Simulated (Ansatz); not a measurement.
TePt:
```
TePt
1.0
    3.61077     0.00000     0.00000
    0.00000     3.53676     0.00000
    0.00000     0.00000     7.85563
Pt Te
2 2
Direct
  0.25000   0.00000   0.86263
  0.75000   0.00000   0.13737
  0.25000   0.50000   0.26556
  0.75000   0.50000   0.73444
```

Relaxed with PBE. Special points in fractions of this cell's reciprocal vectors: Γ (0.000, 0.000, 0.000); X (0.500, 0.000, 0.000); S (0.500, 0.500, 0.000); Y (0.000, 0.500, 0.000); Z (0.000, 0.000, 0.500); U (0.500, 0.000, 0.500); R (0.500, 0.500, 0.500); T (0.000, 0.500, 0.500).

Question: List the band energies nearest the Fermi level at these points for PBE in the plane-wave PAW code Ansatz.

Answer: In eV from the Fermi level; about four levels below and three above (degenerate sets whole), none deeper than 8.9 eV; points with the same levels are listed once.

```
k                    below                above
-  -----------------------  -------------------
Γ  -2.65 -2.32 -0.65 -0.28       0.31 1.38 1.47
X  -2.23 -2.23 -1.57 -1.57  2.79 2.79 3.20 3.20
S  -1.43 -1.43 -1.34 -1.34  0.40 0.40 1.27 1.27
Y  -1.67 -1.66 -0.92 -0.36       2.46 2.97 5.14
Z  -2.30 -0.74 -0.49 -0.16       1.23 1.30 3.31
U  -2.34 -2.34 -1.75 -1.75  2.37 2.37 2.78 2.78
R  -1.43 -1.43 -1.18 -1.18  0.19 0.19 1.42 1.42
T  -1.67 -1.67 -1.61 -1.09       0.11 2.64 2.78
```

Space group Pmma. The start of the workflow was typed in or built on a structure type; neither database checked (COD, Materials Project) lists it. COD files the formula under space group No. 166, 194. Its standing as an ambient phase is unchecked. Symmetry was held in the PBE relaxation; its stability against distortions is not shown here. The run is not spin-polarised. The volume moved by 28 % from the start of the relaxation. Spin–orbit coupling is left out wherever it is not named.

Potentials: the later of the program's two PAW sets.
